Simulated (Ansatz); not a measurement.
BaO (rock salt, space group No. 225), the program Ansatz at the LDA level (PAW): ε∞ = 4.28, cell volume 40.11 Å³. Infrared-active transverse modes:

| ω_TO (cm⁻¹) | oscillator strength S_xx (e²/amu) |
|---|---|
| 86.0 | 0.5464 |

**Question.** Compute the static dielectric constant.

**Answer.** Each mode adds (4.921e7/V) S/ω²: 90.64. So ε0 = 94.9.

**Question.** What LO frequency does the Lyddane–Sachs–Teller relation give?

**Answer.** ω_LO = ω_TO √(ε0/ε∞) = 405 cm⁻¹.

Space group Fm-3m (rock salt). The LDA relaxation kept the symmetry of its start; phonons on a q-mesh show no instability. Scalar-relativistic: spin–orbit coupling is off unless named, which matters more the heavier the elements.

Potentials: the later of the program's two PAW sets.
